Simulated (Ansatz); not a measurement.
Cs (bcc (W type), Im-3m) at seven volumes, PBE in the plane-wave PAW code Ansatz, scaled uniformly. One row is withheld.

```csv
V (Å³/atom),P (GPa)
106.520,0.21
110.032,0.13
113.544,0.06
117.055,0.00
120.567,-0.05
124.079,?
127.590,-0.14
```

Fit the shown pressures and predict the withheld one.

P = (3/2)B₀(x^(7/2) − x^(5/2))[1 + (3/4)(B′ − 4)(x − 1)] with x = (V₀/V)^(2/3). Least squares on the six rows gives V₀ = 117.093 Å³/atom, B₀ = 1.9 GPa, B′ = 3.46. At V = 124.079, x = 0.9621 and P = -0.10 GPa. The run itself gave -0.10 GPa.

The PBE relaxation kept the symmetry of its start. Spin–orbit coupling is left out wherever it is not named.

Potentials: the later of the program's two PAW sets.
